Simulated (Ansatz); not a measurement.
Ni (fcc, Cu type)

```xyz
1
Lattice="0.0000 1.7594 1.7594 1.7594 0.0000 1.7594 1.7594 1.7594 0.0000" Properties=species:S:1:pos:R:3 pbc="T T T"
Ni     0.0000     0.0000     0.0000
```

E(V) scan at fixed shape, V₀ the volume above. Symmetry pins the atoms to their sites.

Calculation: PBE (plane waves to 420 eV, PAW, scalar-relativistic; Ansatz, a first-principles code). k mesh 23×23×23 (Γ-centred), Fermi-Dirac smearing 0.05 eV. E stands for the smeared free energy. Compression counts positive. Ni was relaxed with its symmetry unable to fall. Relaxed Ni ends ferromagnetic. The PAW data are Ansatz's earlier set. The magnetic order is the one the run started from; other orders were not tried. ΔE is measured from the relaxed starting cell. The last digit holds for this mesh only.

| V (Å³/atom) | ΔE (meV/atom) |
|---|---|
| 9.149 | 242.8 |
| 9.498 | 144.4 |
| 9.846 | 75.7 |
| 10.195 | 31.4 |
| 10.544 | 7.3 |
| 10.892 | 0.0 |
| 11.241 | 6.5 |
| 11.589 | withheld |
| 11.938 | 51.5 |
| 12.286 | 86.5 |
| 12.635 | 127.9 |

Q: Fit a third-order Birch-Murnaghan form (E₀, V₀, B₀, B₀′ free) to the given rows and predict ΔE at V = 11.589.

A: Least squares on the 10 given rows: ΔE = E₀ + (9V₀B₀/16)·y²·[2 + (B₀′ − 4)y], y = (V₀/V)^(2/3) − 1, with V₀ = 10.893 Å³/atom, B₀ = 197.3 GPa (160.2 GPa = 1 eV/Å³; the term in eV is multiplied by 1000), B₀′ = 4.93, E₀ = 0.02 meV/atom; root-mean-square residual 0.06 meV/atom. At 11.589 the fit gives 24.2 meV/atom; the calculation gives 24.3 meV/atom, so the interpolation is off by -0.1 (-0.4 %). For the pressure the fit gives -10.5 GPa against the computed -10.5 GPa.

(Under strain, the slope of the energy per volume gives the stress and its curvature an elastic modulus.)
